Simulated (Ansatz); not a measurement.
**Be2SeO2: rattling a relaxed structure**

The cell was found from a proposed guess, not taken from experiment.

These are results of DFT PBE, scalar-relativistic, plane waves, PAW in Ansatz, not measurements. Settings: cutoff 420 eV, Γ-centred mesh 12×12×4 on the computed 5-atom cell, Gaussian smearing of 0.10 eV; no spin polarisation.

The cell below (5 atoms, space group P-3m1 (No. 164)) is relaxed within its symmetry.

```yaml
crystal:
  lattice:
    - [2.70617, 0.00000, 0.00000]
    - [-1.35308, 2.34361, 0.00000]
    - [0.00000, 0.00000, 11.49259]
  atoms:
    - { symbol: Be, position: [0.33333, 0.66667, 0.37527] }
    - { symbol: Be, position: [0.66667, 0.33333, 0.62473] }
    - { symbol: Se, position: [0.00000, 0.00000, 0.00000] }
    - { symbol: O, position: [0.66667, 0.33333, 0.37397] }
    - { symbol: O, position: [0.33333, 0.66667, 0.62603] }
```

For the test a repeat of it with 10 atoms (edges 2.71, 4.69, 11.49 Å) was strained at random (σ = 1.5 % a component), the atoms were moved at random (σ = 0.05 Å), and all was relaxed again on a coarse 8×6×2 mesh (in the run’s order of axes) with 0.20 eV smearing, with no symmetry imposed.

No dispersion correction is applied, so the spacing and binding between layers, chains or molecules are poorly described.

Question: What happens?

Answer: It doesn't return. The energy falls by 95 meV/atom on that mesh, the volume changes by 3.6 %, and the end has space group P1 (No. 1) at a loose tolerance. Relaxed again on a 12×8×4 mesh with 0.10 eV smearing, the new structure lies 92 meV/atom below the first (mesh in the axes of the run's cell; the cell below is made exact in the group named). Space group P1 (No. 1), triclinic, a = 2.719 Å, b = 4.640 Å, c = 12.130 Å, α = 88.2°, β = 89.5°, γ = 90.0°. Be on its first site has 3 O at 1.55–1.56 Å; around Be on its second site lie 3 O at 1.55–1.56 Å; Se on its first site is surrounded by 2 Se at 2.53 Å and 2 Se at 2.72 Å; O on its first site is surrounded by 3 Be at 1.55–1.56 Å; 6 more sites not described.

```cif
data_structure
_symmetry_space_group_name_H-M 'P 1'
_symmetry_Int_Tables_number 1
_cell_length_a 2.7193
_cell_length_b 4.6396
_cell_length_c 12.1298
_cell_angle_alpha 88.216
_cell_angle_beta 89.455
_cell_angle_gamma 89.989
_cell_volume 152.95
loop_
_atom_site_label
_atom_site_type_symbol
_atom_site_fract_x
_atom_site_fract_y
_atom_site_fract_z
_atom_site_occupancy
Be1 Be 0.00425 0.65307 0.62080 1
Be2 Be 0.50414 0.15313 0.62006 1
Be3 Be 0.51387 0.83973 0.37968 1
Be4 Be 0.01397 0.33967 0.38032 1
Se1 Se 0.21200 0.01066 0.04089 1
Se2 Se 0.21554 0.51814 0.95741 1
O1 O 0.50417 0.81800 0.62187 1
O2 O 0.00404 0.31800 0.62114 1
O3 O 0.01397 0.67481 0.37850 1
O4 O 0.51406 0.17479 0.37933 1
```
